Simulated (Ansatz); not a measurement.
**Notes on AgSbSe₂I**

```
CELL_PARAMETERS angstrom
0.00000 4.16568 0.00000
6.87365 -2.08284 0.00000
0.23117 0.00000 -10.42739
ATOMIC_POSITIONS crystal
I 0.36336 0.72672 0.92290
I 0.63664 0.27328 0.07710
Sb 0.29385 0.58770 0.31524
Sb 0.70615 0.41230 0.68476
Se 0.07442 0.14884 0.74199
Se 0.92558 0.85116 0.25801
Se 0.36110 0.72220 0.55477
Se 0.63890 0.27780 0.44523
Ag 0.00000 0.00000 0.50000
Ag 0.00000 0.00000 0.00000
```

Level: r2SCAN, no spin polarisation; 500 eV; 7×7×3 Γ-centred mesh; fermi-dirac occupations (width 0.1 eV); Ansatz 0.2.0, fixed geometry.

(1) Which atom feels the largest force, and which way?

(2) What happens at the Fermi level?

(3) Which element gives electrons and which takes them?

(4) Is the cell too large or too small?

(5) What is the formation energy?

Origin: a known structure type with other elements, at an estimated volume, so it need not be a known compound. Caveats: many states at the Fermi level without spin polarisation, so a magnetic state may lie lower.

Answers

(1) The largest is on Sb3 (and as large on other atoms): 0.62 eV/Å, components (0.33, 0.00, -0.52). It makes 11° with the line to a nearest neighbour, Se7 at 2.68 Å, pointing towards it.

(2) It is a metal, with about 8.2 states/eV a cell as the mean within 0.25 eV of the Fermi level, mostly Se p (46 %), I p (33 %) and Ag d (15 %).

(3) Bader charges in e: Ag +0.45, Sb +0.96, Se -0.57 to -0.50, I -0.34. In the mean Sb gives up most and Se takes most.

(4) The pressure is -3.1 GPa (compression positive), so with the atoms held at these fractions the cell would first shrink. The principal stresses -3.6, -3.1, -2.6 GPa differ, so its shape would change too.

(5) -0.18 eV an atom against the elements' usual phases (free molecules for gases, crystals otherwise, with no correction for O₂ or N₂), so it is bound against them; other compounds may still compete. Relaxing would lower it.
